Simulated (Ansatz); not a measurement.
Problem. SiNi in space group Pnma (No. 62; Ni on 4c, Si on 4c) is relaxed with PBEsol in the plane-wave PAW code Ansatz. What lattice parameters of the conventional cell result?

Solution. a = 5.085 Å, b = 3.364 Å, c = 5.520 Å.

Problem. Give the free coordinates with the occupied sites.

Solution. In one choice of origin and axes:

```tsv
atom	site	symmetry	x	y	z
Ni	4c	.m.	0.0094	0.2500	0.1874
Si	4c	.m.	0.1788	0.2500	0.5872
```

Problem. Is it a metal or does it have a gap at this level?

Solution. No gap at this level.

Symmetry was held in the PBEsol relaxation. The workflow began spin-polarised and lost its moments.

Potentials: the later of the program's two PAW sets.
